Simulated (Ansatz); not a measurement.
# Property card for MgO

MgO:
```
MgO
1.0
    5.51074     0.00000     0.00000
    0.00000     5.51074     0.00000
    0.00000     0.00000     3.27642
Mg O
4 4
Direct
  0.32053   0.67947   0.00000
  0.67947   0.32053   0.00000
  0.82053   0.82053   0.50000
  0.17947   0.17947   0.50000
  0.31657   0.31657   0.00000
  0.68343   0.68343   0.00000
  0.18343   0.81657   0.50000
  0.81657   0.18343   0.50000
```

Space group P4_2/mnm (No. 136); conventional cell a = b = 5.511 Å, c = 3.276 Å, α = β = γ = 90.00°.

Method: the program Ansatz at the PBEsol level (PAW). The cell and atoms are relaxed at this level. Other levels are named where they apply.

Cell and energy:

```
Property                                                       Value
-----------------------------------------------------  -------------
Volume per atom                                             12.44 Å³
Density                                                   2.69 g/cm³
Formation energy from the elements (no fitted shifts)  -2.59 eV/atom
```

Electronic structure:

```
Quantity                                                       Result
----------------------------  ---------------------------------------
Band gap                        3.36 eV (smallest direct gap 3.37 eV)
Valence-band maximum          on the M–Γ line, 83 % of the way from M
Conduction-band minimum                                          at Γ
Electron effective mass        0.34, 0.34, 0.36 mₑ (principal values)
HSE06 gap on the PBEsol cell                                  5.07 eV
```

Mechanics:

```
Item                                                                                                        Result
--------------------------------------------  --------------------------------------------------------------------
Bulk modulus (Birch–Murnaghan fit)                                                                         104 GPa
Pressure derivative B′                                                                                         1.7
Elastic constants (relaxed ions, GPa)         C11 = 122, C12 = 96.0, C13 = 95.8, C33 = 205, C44 = 44.4, C66 = 67.1
Mechanical stability                                                        stable (all eigenvalues of C positive)
Hill bulk and shear moduli                                                                        111 and 36.3 GPa
Young's modulus                                                                                           98.1 GPa
Poisson's ratio                                                                                               0.35
Debye temperature from the elastic constants                                                                 531 K
```

Dielectric response:

```
Quantity                                                                      Value
--------------------------------------------------------  -------------------------
Electronic dielectric constant ε∞ (DFPT)                  3.01 (xx = yy), 2.96 (zz)
Static dielectric constant ε0 (ions relaxed, cell fixed)  6.13 (xx = yy), 5.08 (zz)
Born charges (a third of the trace)                             Mg +1.80, O -1.80 e
```

Phonons:

```
Quantity                                                                  Result
--------------------------------------------------  ----------------------------
Highest zone-centre frequency (without LO–TO term)                     18.06 THz
Zone-centre stability                                     no imaginary mode at Γ
Dynamical stability on the path                     stable (no imaginary branch)
Zero-point energy                                                  73.3 meV/atom
Vibrational entropy at 300 K                             15.5 J/(K·mol of atoms)
```

The start of the workflow was typed in or built on a structure type; neither database checked (COD, Materials Project) lists it. It is not the phase usual at ambient conditions (space group No. 225). The cell was relaxed with PBEsol under the symmetry of its start. The references are the lowest solids computed at this level, not always the standard phases (solids in place of the gases).

Potentials: the earlier of the program's two PAW sets. The files were generated under PBE; for other functionals the program regenerates the frozen cores, and for LDA and PBEsol the local potential too.
